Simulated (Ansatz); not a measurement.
Clamped-ion strain scan in TeAs

Computed with DFT PBEsol, scalar-relativistic, plane waves, PAW (Ansatz). Settings: plane waves to 420 eV, k-mesh 14×14×14 (Γ-centred), Gaussian smearing 0.15 eV. No spin polarisation. Energies are free energies at this smearing, counted from the undisturbed cell; pressure is positive in compression.

Zero of the scan (as given, not relaxed at this level; it stands at -3.0 GPa, and it needn't be the usual structure):

```yaml
crystal:
  lattice:
    - [0.00000, 2.96767, 2.96767]
    - [2.96767, 0.00000, 2.96767]
    - [2.96767, 2.96767, 0.00000]
  atoms:
    - { symbol: Te, position: [0.50000, 0.50000, 0.50000] }
    - { symbol: As, position: [0.00000, 0.00000, 0.00000] }
```

The cell is strained by ε times the Voigt pattern (0, 1, 0, 0, 0, 0) (xx, yy, zz, yz, xz, xy; engineering shear) with fractional coordinates fixed. The cell is metallic on the mesh throughout.

```tsv
ε	ΔE (meV/atom)	stress summed along the pattern (GPa, tension positive)	pressure (GPa)
-0.1500	356.6	-43.10	15.9
-0.1125	151.5	-24.44	8.6
-0.0750	41.7	-12.12	3.4
-0.0375	-2.1	-2.79	-0.4
0.0000	0.0	2.96	-3.0
0.0375	30.1	6.70	-4.7
0.0750	79.5	9.15	-5.9
0.1125	139.5	10.29	-6.7
0.1312	171.1	10.41	-7.0
0.1500	202.9	10.27	-7.2
```